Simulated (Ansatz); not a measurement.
## A sublattice moved along a line in WC

All numbers below come from DFT r2SCAN, scalar-relativistic, plane waves, PAW (Ansatz 0.2.0). Cutoff 500 eV, Γ-centred 18×18×18 k-points, Gaussian smearing of 0.15 eV. Spin–orbit coupling is left out, which can shift energies with elements as heavy as these. No spin polarisation. Energies are free energies at this smearing, counted from the undisturbed cell; pressure is positive in compression.

The undisturbed cell (as given, not relaxed at this level; it stands at -5.2 GPa; this rock-salt form isn't the usual structure):

```xyz
2
Lattice="0.0000 2.1927 2.1927 2.1927 0.0000 2.1927 2.1927 2.1927 0.0000" Properties=species:S:1:pos:R:3 pbc="T T T"
W     0.0000    0.0000    0.0000
C     2.1927    2.1927    2.1927
```

Every W atom is moved by x along the Cartesian unit vector (0.000, 0.000, -1.000); the cell and all other atoms stay fixed. The cell is metallic on the mesh throughout.

```
  x (Å)  ΔE (meV/cell)
-0.1000           28.2
-0.0500            6.6
 0.0000            0.0
 0.0125            0.4
 0.0250            1.6
 0.0375            3.7
 0.0625           10.4
 0.0750           15.3
 0.0875           21.2
```

By symmetry 0.1000 repeats -0.1000, -0.0750 repeats 0.0750, 0.0500 repeats -0.0500, -0.0250 repeats 0.0250 in energy, with the opposite slope along the path.